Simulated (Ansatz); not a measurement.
## NMR crystallography of ZnS with a Zn vacancy: given against relaxed positions

Start: a supercell of ZnS (space group P6_3mc) built from a structure deposited in the COD (the entry's cell lengths or inner coordinates differ somewhat from later room-temperature determinations), with all atoms left at the host's positions.

Space group P3m1 (No. 156); a = 7.6240, c = 18.6900 Å, γ = 120.00°.

```
site  Wyckoff  site symmetry       x       y       z
 Zn1       3d            .m.  0.0000  0.5000  0.0000
 Zn4       1a            3m.  0.0000  0.0000  0.5000
 Zn5       3d            .m.  0.0000  0.5000  0.5000
 Zn8       3d            .m.  0.1667  0.3333  0.1667
Zn10       1c            3m.  0.6667  0.3333  0.1667
Zn12       3d            .m.  0.3333  0.1667  0.6667
Zn13       1b            3m.  0.3333  0.6667  0.6667
Zn16       3d            .m.  0.3333  0.1667  0.3333
Zn17       1b            3m.  0.3333  0.6667  0.3333
Zn20       3d            .m.  0.1667  0.3333  0.8333
Zn22       1c            3m.  0.6667  0.3333  0.8333
 S24       1a            3m.  0.0000  0.0000  0.1250
 S25       3d            .m.  0.0000  0.5000  0.1250
 S28       1a            3m.  0.0000  0.0000  0.6250
 S29       3d            .m.  0.0000  0.5000  0.6250
 S32       3d            .m.  0.1667  0.3333  0.2917
 S34       1c            3m.  0.6667  0.3333  0.2917
 S36       3d            .m.  0.3333  0.1667  0.7917
 S37       1b            3m.  0.3333  0.6667  0.7917
 S40       3d            .m.  0.3333  0.1667  0.4583
 S41       1b            3m.  0.3333  0.6667  0.4583
 S44       3d            .m.  0.1667  0.3333  0.9583
 S46       1c            3m.  0.6667  0.3333  0.9583
```

One atom of each set is listed.

Method: Kohn–Sham DFT in Ansatz, PBE, plane waves and PAW, scalar-relativistic, 420 eV cutoff, Γ-centred 3×3×1 k-points, Fermi–Dirac smearing 0.01 eV, cell charge -2.

The largest force at the start is 1.2 eV/Å. Relaxing the ions at fixed cell moves them by 0.171 Å at most (atom 1, Zn) and 0.082 Å rms.

```
site  moved (Å)   first shell before    first shell after  V_zz before (10²¹ V/m²)  η before
 Zn1      0.171   4 S at 2.33–2.34 Å   4 S at 2.29–2.45 Å                     2.94      0.47
 Zn5      0.016   4 S at 2.33–2.34 Å   4 S at 2.33–2.34 Å                    -0.63      0.16
Zn10      0.137   4 S at 2.33–2.34 Å   4 S at 2.32–2.44 Å                     2.04      0.00
Zn16      0.050   4 S at 2.33–2.34 Å   4 S at 2.32–2.37 Å                     0.87      0.25
Zn20      0.151   4 S at 2.33–2.34 Å   4 S at 2.25–2.38 Å                    -2.91      0.31
 S24      0.051       3 Zn at 2.33 Å       3 Zn at 2.26 Å                    -7.96      0.00
 S25      0.029  4 Zn at 2.33–2.34 Å  4 Zn at 2.32–2.45 Å                     1.17      0.23
 S29      0.009  4 Zn at 2.33–2.34 Å  4 Zn at 2.33–2.36 Å                     0.43      0.58
 S36      0.025  4 Zn at 2.33–2.34 Å  4 Zn at 2.29–2.38 Å                     1.83      0.40
 S37      0.012  4 Zn at 2.33–2.34 Å  4 Zn at 2.28–2.37 Å                     1.89      0.00
 S44      0.137  3 Zn at 2.33–2.34 Å  3 Zn at 2.25–2.29 Å                   -11.36      0.33
 S46      0.036  4 Zn at 2.33–2.34 Å  4 Zn at 2.29–2.39 Å                     3.27      0.00
```

(1) What are V_zz and η after the relaxation?

Results:

(1) 

```csv
site,V_zz after,η after,change of V_zz
Zn1,-5.17,0.96,–
Zn5,-0.60,0.05,+0.03
Zn10,4.11,0.00,+2.07
Zn16,1.81,0.21,+0.94
Zn20,-4.94,0.19,-2.03
S24,-8.12,0.00,-0.16
S25,-1.79,0.35,–
S29,0.75,0.02,+0.32
S36,2.16,0.22,+0.33
S37,2.32,0.00,+0.43
S44,-6.88,0.25,+4.48
S46,1.75,0.00,-1.52
```

The largest change of V_zz along a kept axis is on S44, from -11.36 to -6.88. In per cent, |V_zz| changes by -5 to +108 on Zn, -46 to +23 on S (all sites that start above 0.5, bar those whose gradient vanishes or changes sign or whose main axis turns by over 40°). Where |V_zz| stays above 0.1 and the axes keep their order, η moves most on S29, from 0.58 to 0.02. On Zn1, S25 the largest principal value lies along another axis in the second run, so the two V_zz can't be compared directly. The table leaves out 11 of the 23 sites, with |V_zz| up to 4.06; their tensors move by 1.65 at most along any direction. The statements above cover all sites. The host's own positions weren't relaxed first, so part of the change far from the defect can be the host's relaxation.

The defect repeats with the cell of 47 atoms, so it feels its images: sites between two images don't show the values beside a lone defect, and zeros or small values of η there can come from the images' arrangement. S and Zn carry a gradient in the pure host already, so the values there aren't the defect's effect alone. A uniform background compensates the cell's charge.
Before: Forces reach 1.0 eV/Å even beyond 5.5 Å from the defect, so the host's positions may themselves be off equilibrium. With a gap of 0.2 eV on this mesh, small gradients can still move by 0.1 × 10²¹ V/m² or more as the k-mesh gets denser. The neighbours have not yet relaxed around the defect (largest force 1.2 eV/Å), so a real crystal will differ.
